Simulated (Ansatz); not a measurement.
**Energy and pressure of WS against volume, without spin**

Computed with DFT PBE, scalar-relativistic, plane waves, PAW in Ansatz.

```xyz
2
Lattice="0.0000 2.5264 2.5264 2.5264 0.0000 2.5264 2.5264 2.5264 0.0000" Properties=species:S:1:pos:R:3 pbc="T T T"
W     0.0000    0.0000    0.0000
S     2.5264    2.5264    2.5264
```

* plane-wave cutoff: 420 eV
* Γ-centred k-mesh: 14×14×14
* occupation rule: Gaussian smearing, 0.1 eV
* spin treatment: unpolarised

The cell is scaled evenly at fixed fractional positions, V₀ being the volume of the cell shown; start: no spin polarisation. Energies are extrapolated to zero smearing. A spin-polarised state can lie lower, at larger volumes above all.

```csv
V/V₀,E above lowest (meV/atom),P (GPa)
1.000,0.0,-9.8
1.057,?,?
1.132,229.3,-22.8
1.226,467.9,-26.8
```

Q: Fill in the withheld rows.

A: The withheld rows:

```json
{"V/V₀": "1.057", "E above lowest (meV/atom)": "77.0", "P (GPa)": "-16.7"}
```

Cost: 4 runs of about 0.36 core-minutes in all, on Intel Xeon Processor @ 2.50GHz (Skylake/Cascade Lake) (shared hosts).